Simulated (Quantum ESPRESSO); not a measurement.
pw.x input (Quantum ESPRESSO 7.5; PBEsol, PseudoDojo standard norm-conserving files, fully relativistic):

```
&CONTROL
  calculation = 'scf'
  pseudo_dir = './pseudo'
  outdir = './out'
  tprnfor = .true.
  tstress = .true.
/
&SYSTEM
  ibrav = 0
  nat = 5
  ntyp = 3
  ecutwfc = 102.0
  ecutrho = 408.0
  occupations = 'smearing'
  smearing = 'fd'
  degauss = 0.002
  nbnd = 40
  noncolin = .true.
  lspinorb = .true.
  assume_isolated = '2D'
/
&ELECTRONS
  conv_thr = 5e-10
/
ATOMIC_SPECIES
H 1.0080 H.upf
O 15.9990 O.upf
Cd 112.4140 Cd.upf
CELL_PARAMETERS angstrom
  3.509268279424   0.000000000000   0.000000000000
 -1.754634139712   3.039115478676   0.000000000000
  0.000000000000   0.000000000000  17.300000000000
ATOMIC_POSITIONS crystal
H   0.666666667000   0.333333333000  -0.118460674000
H   0.333333333667   0.666666666333   0.118460674000
O   0.666666667000   0.333333333000  -0.062637690200
O   0.333333333667   0.666666666333   0.062637690200
Cd   0.000000000333   0.000000000000   0.000000000000
K_POINTS automatic
12 12 1 0 0 0
```

End of the output:

```
     total energy              =    -417.94463353 Ry
     estimated scf accuracy    <       0.00000092 Ry
     total energy              =    -417.94463364 Ry
     estimated scf accuracy    <       0.00000002 Ry
     total energy              =    -417.94463365 Ry
     estimated scf accuracy    <          5.4E-09 Ry
[...]
     the Fermi energy is    -3.1015 ev
!    total energy              =    -417.94463366 Ry
     estimated scf accuracy    <          1.4E-11 Ry
     smearing contrib. (-TS)   =       0.00000000 Ry
     internal energy E=F+TS    =    -417.94463366 Ry
     The total energy is F=E-TS. E is the sum of the following terms:
     one-electron contribution =   -2595.54385457 Ry
     hartree contribution      =    1297.06752104 Ry
     xc contribution           =     -65.23851478 Ry
     ewald contribution        =     945.77021464 Ry
     convergence has been achieved in  11 iterations
     Forces acting on atoms (cartesian axes, Ry/au):
     atom    1 type  1   force =    -0.00000000    0.00000000   -0.00030623
     atom    2 type  1   force =    -0.00000000   -0.00000000    0.00030623
     atom    3 type  2   force =     0.00000000    0.00000000   -0.00001434
     atom    4 type  2   force =    -0.00000000   -0.00000000    0.00001434
     atom    5 type  3   force =     0.00000000    0.00000000    0.00000000
     Total force =     0.000434     Total SCF correction =     0.000001
```
In a gapped system the printed Fermi energy is only some level inside the gap.

Geometry relaxed with PBEsol.
